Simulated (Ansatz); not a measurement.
HfC:
```
HfC
1.0
    0.00000     2.30339     2.30339
    2.30339     0.00000     2.30339
    2.30339     2.30339     0.00000
Hf C
1 1
Direct
  0.00000   0.00000   0.00000
  0.50000   0.50000   0.50000
```

Relaxed with PBEsol. Special points in fractions of this cell's reciprocal vectors: Γ (0.000, 0.000, 0.000); X (0.500, 0.000, 0.500); U (0.625, 0.250, 0.625); K (0.375, 0.375, 0.750); L (0.500, 0.500, 0.500); W (0.500, 0.250, 0.750).

Question: List the band energies nearest the Fermi level at these points for the program Ansatz at the PBEsol level (PAW).

Answer: In eV from the Fermi level; about four levels below and three above (degenerate sets whole), none deeper than 8.9 eV; points with the same levels are listed once.

```
k                    below           above
-  -----------------------  --------------
Γ                        –  1.12 1.12 1.12
X    -2.56 -1.93 0.00 0.00  5.45 6.93 6.93
U        -3.58 -2.73 -1.65  1.60 5.93 6.33
L  -8.31 -6.30 -3.10 -3.10  5.44 5.44 5.92
W        -3.04 -2.74 -2.74  3.75 3.75 6.95
```

Space group Fm-3m (rock salt). The PBEsol relaxation kept the symmetry of its start. No spin polarisation was allowed. Scalar-relativistic: spin–orbit coupling is off unless named, which matters more the heavier the elements.

Potentials: the earlier of the program's two PAW sets. The files were generated under PBE; for other functionals the program regenerates the frozen cores, and for LDA and PBEsol the local potential too.
